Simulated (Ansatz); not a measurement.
Relax this structure to zero stress and force, keeping its symmetry:

```cif
data_structure
_symmetry_space_group_name_H-M 'P 1'
_symmetry_Int_Tables_number 1
_cell_length_a 4.3466
_cell_length_b 4.3466
_cell_length_c 7.3172
_cell_angle_alpha 90.000
_cell_angle_beta 90.000
_cell_angle_gamma 90.000
_cell_volume 138.25
loop_
_atom_site_label
_atom_site_type_symbol
_atom_site_fract_x
_atom_site_fract_y
_atom_site_fract_z
_atom_site_occupancy
Sr1 Sr 0.50000 0.00000 0.67266 1
Sr2 Sr 0.00000 0.50000 0.32734 1
Mn1 Mn 0.00000 0.00000 0.00000 1
Mn2 Mn 0.50000 0.50000 0.00000 1
Ge1 Ge 0.50000 0.00000 0.17999 1
Ge2 Ge 0.00000 0.50000 0.82001 1
```

Method: Ansatz, DFT PBEsol, scalar-relativistic, plane waves, PAW.

Settings: cutoff 420 eV, Γ-centred mesh 8×8×6 on the computed 6-atom cell, Gaussian smearing of 0.10 eV; collinear spin from starting moments 0 0 3.67 3.67 0 0 μB.

**Question.** What does it relax to?

**Answer.** The volume drops by 0.39 Å³/atom to 22.65 Å³/atom, and the energy falls by 0.9 meV/atom. The cell ends with a moment of 6.96 μB (only this magnetic start was tried). Final structure:
```
Sr Mn Ge
1.0
     4.31599    0.00000    0.00000
     0.00000    4.31599    0.00000
     0.00000    0.00000    7.29684
Sr Mn Ge
2 2 2
Direct
  0.50000 0.00000 0.67174
  0.00000 0.50000 0.32826
  0.00000 0.00000 0.00000
  0.50000 0.50000 0.00000
  0.50000 0.00000 0.18022
  0.00000 0.50000 0.81978
```

Course of the relaxation (steps run on the plane waves of an earlier cell, and the basis is chosen afresh near the end, so energy and pressure can step there; trial steps that raised the energy were taken back; energies are free energies):

```tsv
step	E − E_final (meV/atom)	largest force component (eV/Å)	P (GPa)	V (Å³/atom)
1	0.9	0.042	-0.75	23.04
2	0.0	0.037	-0.15	22.71
3	0.0	0.008	-0.02	22.66
4	0.0	0.001	0.01	22.65
5	0.0	0.001	0.01	22.65
```

The state reached may not be the lowest one. The program reads another magnetic order as possibly lower. Only parallel moments were tried here.